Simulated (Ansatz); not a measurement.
# 4 guesses for Ca2Al2O and where they end

Level of theory: Ansatz, DFT PBE, scalar-relativistic, plane waves, PAW. Settings: cutoff 420 eV, Γ-centred meshes spaced at most about 0.3 Å⁻¹, and about 0.25 Å⁻¹ or finer for metals (2π included), Gaussian smearing. No spin polarisation in the final relaxations.

Each guess was relaxed in cell and atoms at zero pressure, within the symmetry of its start. All energies are static (0 K, no zero-point motion). Coordination counts Al or Ca atoms around O (for each partner element, those within 1.25 times its shortest distance or 1.15 times the sum of covalent radii, where it is the nearest in units of that sum or under 1.3).

```
guess     made from  start group  V start (Å³/atom)  end group  V end (Å³/atom)  coordination at the end  gap on mesh (eV)  E over the lowest end (meV/atom)
    1   random cell         P4mm               20.3     P4/mmm             25.9                      O 4                 0                               575
    2   random cell       P4/mmm               18.6     P4/mmm             34.2                      O 2                 0                              1232
    3  Ce2SeO2 type        P-3m1               16.4      P-3m1             20.0                      O 6                 0                                 0
    4   random cell        P-6m2               20.5          ?                ?                        ?                 ?                                 ?
```

Guess 4 as it starts:

```xyz
5
Lattice="4.1125 0.0000 0.0000 -2.0563 3.5615 0.0000 0.0000 0.0000 7.0130" Properties=species:S:1:pos:R:3 pbc="T T T"
Ca    0.0000    0.0000    1.8667
Ca    0.0000    0.0000    5.1463
Al    2.0563    1.1872    0.0000
Al    0.0000    2.3744    3.5065
O     0.0000    2.3744    0.0000
```

Task: Fill in the missing row: what does this guess relax into, and where does it rank?

Result: It ends in space group P-6m2 (No. 187), with a = 3.511 Å, c = 10.295 Å, 22.0 Å³/atom and no gap. It lies 0.57 eV/atom over the lowest end, above guess 3 and within the noise of guess 1. Counting Al or Ca atoms around O, this end has O 3 and the lowest (guess 3) has O 6.

```
Ca Al O
1.0
     3.51141    0.00000    0.00000
    -1.75571    3.04097    0.00000
     0.00000    0.00000   10.29500
Ca Al O
2 2 1
Direct
  0.00000 0.00000 0.25584
  0.00000 0.00000 0.74416
  0.66667 0.33333 0.00000
  0.33333 0.66667 0.50000
  0.33333 0.66667 0.00000
```

Energies over the elements count from the elements' standard structures at the same level (O₂ as a molecule), with no fitted energy shifts.

Task: Is the lowest end bound against the elements?

Result: Yes: its formation energy is −1.12 eV/atom. A negative formation energy is needed for stability but isn't enough: competing phases decide.

For metals, differences of a few meV/atom aren't resolved. Cells relaxed within their symmetry can be saddle points. A lower structure may well exist outside this small set. Some candidate types were left out of the draw beforehand, so a known form may be missing.
